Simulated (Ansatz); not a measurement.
Starting cell, SnO (litharge type, space group P4/nmm):

```
CELL_PARAMETERS angstrom
      3.83618     0.00000     0.00000
      0.00000     3.83618     0.00000
      0.00000     0.00000     4.75736
ATOMIC_POSITIONS crystal
  Sn 0.50000 0.00000 0.24343
  Sn 0.00000 0.50000 0.75657
  O  0.00000 0.00000 0.00000
  O  0.50000 0.50000 0.00000
```

Scan: atom 3 (O, nearest neighbour Sn at 2.241 Å; its periodic images, 3.8 Å or more away, move with it) is displaced along Cartesian z, direction (0.000, 0.000, 1.000) in Cartesian axes, by s. The other atoms stay.

Level of theory: PBE-D3(BJ) (plane waves to 420 eV, PAW, scalar-relativistic; Ansatz, an electronic-structure program). k mesh 10×10×8 (Γ-centred), Fermi-Dirac smearing 0.05 eV. Energies are smeared free energies. Stress and pressure are positive under compression. With partly filled bands, energies and forces of such displacements shift with the k mesh and the smearing. F∥ is the force on the atom along that direction. At this level the bands of SnO touch or barely overlap; measurements give the solid a gap. SnO was relaxed with its symmetry unable to fall. The PAW data are Ansatz's earlier set. ΔE is measured from the undisplaced structure.

```
s (Å)   ΔE (eV/cell)  P (GPa)  F∥ (eV/Å)
------  ------------  -------  ---------
-0.450         0.636      2.6      2.610
-0.360         0.418      1.7      2.213
-0.270         0.240      1.0      1.731
-0.180         0.108      0.5      1.187
-0.090         0.027      0.1      0.604
0.000          0.000      0.0      0.000
0.090          0.027      0.1     -0.604
0.180          0.108      0.5     -1.187
0.270          0.240      1.0     -1.731
0.360          0.418      1.7     -2.213
0.450          0.636      2.6     -2.610
```

Read from the data:

The energy at s = 0.450 Å is 636 meV/cell, the force along the line at s = -0.450 Å comes out as 2.61 eV/Å and the force constant k = d²E/ds² at s = 0 (finite differences) comes out as 6.74 eV/Å². Symmetry of the curve: even: the same for both signs. Shape of the curve: a single well with its minimum at or next to zero displacement. Harmonic estimate at the end of the scan: ½ks² = 683 meV/cell against the computed 636 meV/cell, so the well is softer than harmonic there.

(A displaced cell: forces are minus the slopes of the energy, force constants its curvatures, and phonons follow from these.)
